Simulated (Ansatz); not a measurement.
## Eu (Im-3m): parallel moments

The calculation used Ansatz, DFT, PBE, all-electron PAW with datasets made for the crystal, scalar-relativistic.

Command: `ansatz run input.yaml --threads 2 --pin off --max-ram 6144MiB --backend cpu --events-out ev --progress --plain --runs-dir out`

```yaml
crystal:
  lattice:
    - [-2.303, 2.303, 2.303]
    - [4.606, 0.0, 4.606]
    - [4.606, 4.606, 0.0]
  atoms:
    - { symbol: Eu, position: [0.0, 0.0, 0.0], spin: 7.0 }
    - { symbol: Eu, position: [0.3333333333, 0.3333333333, 0.3333333333], spin: 7.0 }
    - { symbol: Eu, position: [0.6666666667, 0.6666666667, 0.6666666667], spin: 7.0 }
magnetization:
  spin_polarized: true
kpoints:
  mp_grid: { grid: [8, 6, 6] }
scf:
  occupations: { method: fermi_dirac, width: 0.05 }
hamiltonian:
  xc: pbe
  pseudopotentials: { kind: all_electron, datasets: crystal }
output:
  forces: true
  stress: true
  eigenvalues: true
```

The program prints:

```
hamiltonian.pseudopotentials.datasets: crystal makes datasets for this crystal and solves the spheres of its atoms anew in each pass: cutoff 260.0 eV, the density's 1040.0 eV; for an error of 0.50 meV an atom under PBE, 1.5 meV for the cell; an energy difference from a run of another recipe may be off by several times the error for the cell, under r2SCAN by more, where some 0.1 meV an atom stays a …
band count auto-derived: 52 (N_el = 51.0; filled up to band 26; 44 by the electrons, moments and atoms)
Engine: ansatz 0.2.0
Pseudopotentials: kind: all_electron
Pseudopotential: Eu, paw, valence charge 17, recommended cutoff 260 eV (normal), crystal/all_electron/pbe/scalar/gaussian/Eu, Koelling and Harmon's equation, gaussian nucleus
Functional definition: PBE
  parameter kappa = 0.804
  parameter beta = 0.06672455060314922
  exchange = pbe_x(kappa = kappa, mu = beta*pi^2/3)
  correlation = pbe_c(beta = beta)
a search for the magnetic state begins, with frozen cores and fixed partial waves. It gives no result and prints no iterations
the search for the magnetic state of this step took 13 SCF iterations with frozen cores. It stayed in its first state, in which the spheres begin
Crystal: 3 atoms, lattice volume = 146.576 Å³
Basis set: ecut = 260 eV, 1409 PW (Γ), exchange–correlation on 48×72×72 points (8 copies of the dense FFT grid, shifted against one another)
Bands: 52, of which v1, the nominal top of the filled ones, is band 26 counted from 1 (25 counted from 0)
Symmetry: 36 space group operations
Space group: Im-3m (ITA 229), of the structure as read, at distance tolerance 5.3e-5 Å
Magnetic group: BNS 229.140 (UNI 1642), of the structure as read, at distance tolerance 5.3e-5 Å
k-points: 44 of 288
Non-local potential: Eu, projectors of the file, l = 0: 2, l = 1: 2, l = 2: 1, l = 3: 2
PAW form: soft (Blöchl's): semilocal exchange-correlation on the pseudo side does not see the compensation charge
PAW one-centre angular grid: Eu, 590 points (default); XC on its mesh's 1841 points in the sphere
Initial density: read from a saved state, or passed on in memory by an earlier SCF of this step, an earlier step, the calling program or the single point that the run made first
Starting moments: Σ|m| = 21 μB on 3 of 3 sites; this step starts from the density that it was given
Initial wavefunctions: pseudopotential atomic-orbital guess
Functional: x = pbe(κ = 0.804, μ = 0.2195149727645171), c = pbe(β = 0.06672455060314922)
iter 1 solved again at ethr=1.94e-3 eV; its pass at ethr=1.00e-1 eV (dr2=9.88e-1 eV) is discarded
SCF iter   1: F=—  HF=-885214.195537 eV  |F-HF|=—  |Δ(HF+E_count)|=         —  Δρ=2.53e-2 (↑2.53e-2 ↓2.06e-3)  dr2=9.32e-1  dr2_m=1.92e-1  M=22.400 μB ∫|m|=22.400 μB  β_m=0.30  ethr=1.94e-3  ⟨swp⟩=2.9  Hψ=24513  notcnv=1
preconditioner: auto → Kerker (q_TF=auto, 2.288 Å⁻¹)  [metal: Δε(μ)=0.000 eV  Ē_g=4.350 eV  σ=0.050 eV  W_gap=0.00  n_scr=32 (ndim 8)  ℏωp=15.9 eV  f_vac=0.000  D(μ)=5.03/eV (n_scr^D=44)]
[...]
the run starts again with another attempt (closed shells among the bands; 1.35 times the cutoff; recipe 45f404d6392b.33; cutoff 351.0 eV, the density's 1404.0 eV; 193 passes left). Why: plane waves from the cutoff to 1.5 times it account for -2.5e-3 eV an atom, more than the datasets bear (hamiltonian.pseudopotentials.dataset_attempts: first makes no other)
a search for the magnetic state begins, with frozen cores and fixed partial waves. It gives no result and prints no iterations
[...]
In the spheres:  the bands' charges fall short by 3.1e-6 e at most (sound up to 1e-3)
Fermi energy:    9.179723 eV
--- Per-component energies (eV) ---
  E_band       = -138.075986
  E_kinetic    = 659.128589
  E_local      = -5719.656162  (includes V_loc(G=0)·N_el)
  E_nonlocal   = 633.316083
  E_hartree    = 2645.068182
  E_xc         = -320.730630
  E_vxc        = -415.294122  (∫ρ·V_xc dr)
  E_paw        = -892120.429241  (= ΣΔE_a)
  E_vpaw       = -14527.278441  (= ΣTr[D̂ρ^β])
  E_ewald      = -4932.043332
  E_smearing   = -0.043934  (= −TS)
  E_closure    = 13941.594844  (closes the sum)
  Σ components = -885213.795602   (vs F -885213.795602, Δ=0.00e0)
  The terms above E_closure are by the made datasets' own strengths, without shells solved beside the bands.
--- Forces (eV/Å), atoms counted from 1 ---
  atom   1  Eu     0.00000000     0.00000000    -0.00000000
  atom   2  Eu     0.00000000     0.00000000     0.00000000
  atom   3  Eu    -0.00000000     0.00000000    -0.00000000
  max |Σ_I F_I| component: 3.91e-26 eV/Å
--- Stress (GPa, compression-positive) ---
       -1.522908       0.022191       0.022191
        0.022191      -1.522908      -0.022191
        0.022191      -0.022191      -1.522908
  P = ⅓ Tr σ = -1.5229 GPa (-15.229 kbar)
--- Band table (eV; the first three rows and the last of 88) ---
  k-point 0 ↑: bands = ["-32.4797", "-32.4597", "-32.4597", "-11.3699", "-11.3699", "-11.3699", "-11.3699", "-11.2169", "-11.2169", "-11.1824", "-11.1822", "-11.1822", "5.0157", "8.5026", "8.5026", "8.6155", "8.6155", "8.6158", "8.6201", "8.6201", "8.6201", "8.6201", "8.6576", "8.6576", "8.7093", "8.7093", "8.7093", "8.7093", "8.7306", "8.7306", "8.7308", "8.7456", "8.7456", "8.7656", "9.0271", "9 …
  k-point 1 ↑: bands = ["-32.4781", "-32.4607", "-32.4603", "-11.4132", "-11.4027", "-11.3209", "-11.3185", "-11.2138", "-11.2119", "-11.2076", "-11.1879", "-11.1845", "5.1983", "8.1959", "8.2385", "8.6127", "8.6149", "8.6159", "8.6191", "8.6207", "8.6229", "8.6273", "8.6547", "8.6597", "8.7003", "8.7069", "8.7077", "8.7115", "8.7215", "8.7266", "8.7267", "8.7273", "8.7346", "8.7531", "8.7652", "8 …
  k-point 2 ↑: bands = ["-32.4740", "-32.4638", "-32.4614", "-11.4429", "-11.3944", "-11.2828", "-11.2736", "-11.2715", "-11.2069", "-11.2050", "-11.1945", "-11.1903", "5.7178", "7.3879", "7.7864", "8.6085", "8.6123", "8.6128", "8.6203", "8.6284", "8.6347", "8.6354", "8.6433", "8.6572", "8.6887", "8.6935", "8.6945", "8.7088", "8.7107", "8.7140", "8.7195", "8.7258", "8.7286", "8.7348", "8.7357", "8 …
  k-point 43 ↓: bands = ["-29.3258", "-29.3258", "-29.3258", "-9.1353", "-9.1353", "-9.1353", "-8.9583", "-8.9583", "-8.9583", "-8.8733", "-8.8733", "-8.8733", "8.8729", "8.8729", "8.8729", "9.9715", "9.9715", "9.9715", "11.0110", "11.0110", "11.0110", "11.8362", "11.8362", "11.8362", "13.2319", "13.2319", "13.2319", "13.2519", "13.2519", "13.2519", "13.4678", "13.4678", "13.4678", "13.4835", "13. …
```

Site moments (μB): Eu1 7.10, Eu2 7.10, Eu3 7.10. Cell moment 22.13 μB.

The magnetic group in the log treats spin as a scalar label, without spin–orbit coupling.

Without U a semilocal functional puts the f levels too near the Fermi level, which can change moments and the order of magnetic states; site and cell moments are spin moments. Spin–orbit coupling is left out although heavy atoms are present. With open f shells a run can end in a state that isn't the lowest. These are results for the start and cell typed. The real compound can order otherwise, in a larger cell, or not at all, since semilocal functionals at zero temperature often overstate magnetism.

It took 77 s on 2 threads of INTEL(R) XEON(R) PLATINUM 8581C CPU @ 2.30GHz (Emerald Rapids), with other jobs on the host, peak memory 1.8 GiB.
